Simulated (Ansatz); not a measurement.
## Data sheet: Ge2Mo (DFT)

Ge$_{2}$Mo:
```yaml
crystal:
  lattice:
    - [-1.63807, 1.63807, 4.06325]
    - [1.63807, -1.63807, 4.06325]
    - [1.63807, 1.63807, -4.06325]
  atoms:
    - { symbol: Ge, position: [0.66208, 0.66208, 0.00000] }
    - { symbol: Ge, position: [0.33792, 0.33792, 0.00000] }
    - { symbol: Mo, position: [0.00000, 0.00000, 0.00000] }
```

Space group I4/mmm (No. 139), MoSi2 or CaC2 type; conventional cell a = b = 3.276 Å, c = 8.127 Å, α = β = γ = 90.00°.

Method: the program Ansatz at the LDA level (PAW). Structure relaxed to zero pressure with the same functional. Other levels are named where they apply.

Cell and energy:

| Quantity | Value |
|---|---|
| Volume per atom | 14.54 Å³ |
| Density | 9.18 g/cm³ |
| Formation energy from the elements (no fitted shifts) | -0.24 eV/atom |

Electronic structure:

| Property | Value |
|---|---|
| Electronic character | metallic (no gap) |
| Density of states at the Fermi level | 0.19 states/eV per atom (mean over ±0.08 eV) |

Mechanics:

| Item | Value |
|---|---|
| Bulk modulus (Birch–Murnaghan fit) | 188 GPa |
| Pressure derivative B′ | 4.8 |

Phonons:

| Item | Result |
|---|---|
| Highest zone-centre frequency | 268 cm^-1 |
| Zone-centre stability | no imaginary mode at Γ |

The workflow started from a Materials Project entry (that database holds measured and hypothetical structures alike); the Crystallography Open Database copy checked does not list it. COD files the formula under space group No. 62, so this cell is another polymorph or a model. Whether it is the stable phase at ambient conditions was not checked. Symmetry was held in the LDA relaxation. The run is not spin-polarised. As this level gives no gap, phonon frequencies hold no LO–TO term and depend on the k-mesh and smearing (Fermi–Dirac, 0.1 eV here). The references are the lowest solids computed at this level, not always the standard phases. Scalar-relativistic: spin–orbit coupling is off unless named, which matters more the heavier the elements.

Potentials: the later of the program's two PAW sets.
